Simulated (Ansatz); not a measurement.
# Elastic constants of Li2PdC2: input and output

Computed with Ansatz, DFT PBE, scalar-relativistic, plane waves, PAW.

It can be run as:
```bash
ansatz run input.yaml --threads 1 --pin off --backend cpu --events-out ev --progress --plain --runs-dir out  # memory cap (--max-ram) not shown
```

Input (bare energies are in eV):
```yaml
crystal:
  lattice:
    - [3.8255568206, 0.0, 0.0]
    - [-1.9127784103, 3.3130293902, 0.0]
    - [0.0, 0.0, 5.2647595334]
  atoms:
    - { symbol: Li, position: [0.6666666667, 0.3333333333, 0.7042364245] }
    - { symbol: Li, position: [0.3333333333, 0.6666666667, 0.2957635755] }
    - { symbol: Pd, position: [0.0, 0.0, 0.0] }
    - { symbol: C, position: [0.0, 0.0, 0.6201413926] }
    - { symbol: C, position: [0.0, 0.0, 0.3798586074] }
basis:
  ecutwfc: 420
kpoints:
  mp_grid: { grid: [12, 12, 8] }
hamiltonian:
  xc: pbe
scf:
  occupations: { method: fermi_dirac, width: 0.15 }
output:
  forces: true
  stress: true
  eigenvalues: true
elastic:
  mode: relaxed_ion
  amplitude: 0.005
  stencil: two_point
```

From the output:
```
--- Elastic constants: 3 strain directions × 2 members + reference (group order 12) ---
  dense FFT box of the reference and of every strained cell: 27×27×36
  strains applied: 11, 33, 23; error gains: componentwise 1.00 (the most a stress slope's error grows in a printed constant), spectral 1.41 (1 for all six strains in a standard setting)
  reference relaxed by the batch: 2 steps; max|allowed force component| 7.37e-4 eV/Å at the deck's positions, 2.12e-5 at the last accepted step, 2.12e-5 by the solve of record
  largest displacement 5.7e-5 Å; the constants are those of the deck's cell at these positions:
  atoms:
    - { symbol: Li, position: [0.6666666666666667, 0.3333333333333332, 0.7042472256501328] }
    - { symbol: Li, position: [0.33333333333333326, 0.6666666666666666, 0.29575277434986713] }
    - { symbol: Pd, position: [-3.9707253583093046e-36, -2.907072625476475e-36, 0.0] }
    - { symbol: C, position: [1.0059514685064849e-22, 4.506848433267864e-23, 0.6201421589562905] }
    - { symbol: C, position: [-1.0059514685065401e-22, -4.506848433267961e-23, 0.37985784104370934] }
  C = ∂σ_k/∂η_j (tension-positive GPa; Voigt order 11 22 33 23 13 12):
        54.746     25.552     20.175     -9.236     -0.000      0.000
        25.552     54.746     20.175      9.236      0.000     -0.000
        20.205     20.205    468.280     -0.000      0.000      0.000
        -9.236      9.236      0.000     12.462      0.000      0.000
         0.000      0.000      0.000      0.000     12.462     -9.236
         0.000     -0.000      0.000      0.000     -9.236     14.597
  reference stress σ⁰ (GPa):      0.004      0.004     -0.002     -0.000     -0.000      0.000
  C* (energy form; C + prestress term) asymmetry max|C*_kj − C*_jk| = 2.407e-2 GPa — a small one proves nothing (zero by symmetry where the batch's group is 432, −43m or m−3m); a large one is finite-difference/SCF noise where every solve ...
  moduli (Voigt/Reuss/Hill, GPa): K = 78.85/39.30/59.07   G = 42.03/8.73/25.38   E = 66.59   ν = 0.312
  mechanically stable: yes (min eigenvalue of sym C = 4.23 GPa)
  strain η (Voigt 11):  stress-route row diagonal C_11 = 54.75 GPa, energy-path curvature d²(F+E_count+ΔE)/dδ²/Ω₀ = 54.72 GPa
         δ    σ_11 (GPa) F (eV) n_scf n_hpsi n_pw
    -5.000e-3      -0.2717       -7884.5798056      14  153555   1320   relax 6 steps, max|allowed force component| 4.65e-6 eV/Å
     5.000e-3       0.2758       -7884.5797950      14  153793   1330   relax 4 steps, max|allowed force component| 6.38e-6 eV/Å
  strain η (Voigt 33):  stress-route row diagonal C_33 = 468.28 GPa, energy-path curvature d²(F+E_count+ΔE)/dδ²/Ω₀ = 468.14 GPa
         δ    σ_33 (GPa) F (eV) n_scf n_hpsi n_pw
    -5.000e-3      -2.4166       -7884.5775923      14   62630   1316   relax 4 steps, max|allowed force component| 4.19e-5 eV/Å
     5.000e-3       2.2662       -7884.5776903      14   62472   1326   relax 4 steps, max|allowed force component| 1.05e-7 eV/Å
  strain η (Voigt 23):  stress-route row diagonal C_44 = 12.46 GPa, energy-path curvature d²(F+E_count+ΔE)/dδ²/Ω₀ = 12.47 GPa
         δ    σ_23 (GPa) F (eV) n_scf n_hpsi n_pw
    -5.000e-3      -0.0626       -7884.5800185      14  153775   1324   relax 4 steps, max|allowed force component| 1.18e-5 eV/Å
     5.000e-3       0.0620       -7884.5800190      14  153743   1324   relax 4 steps, max|allowed force component| 4.62e-6 eV/Å
```

The cell was built by swapping an element in a database structure (itself possibly hypothetical) and relaxing; it need not be the stable form of this composition. Without a gap, frequencies and elastic constants depend on the k mesh and the smearing, soft modes and shear constants most.

The least eigenvalue is 4.2 GPa; in a metal on this mesh the verdict on stability isn't firm within about 20 GPa or a tenth of the bulk modulus.

The bands only touch here, so at this level the crystal is a zero-gap semiconductor or semimetal, not an ordinary metal; spin–orbit coupling, left out, can open or move such a gap.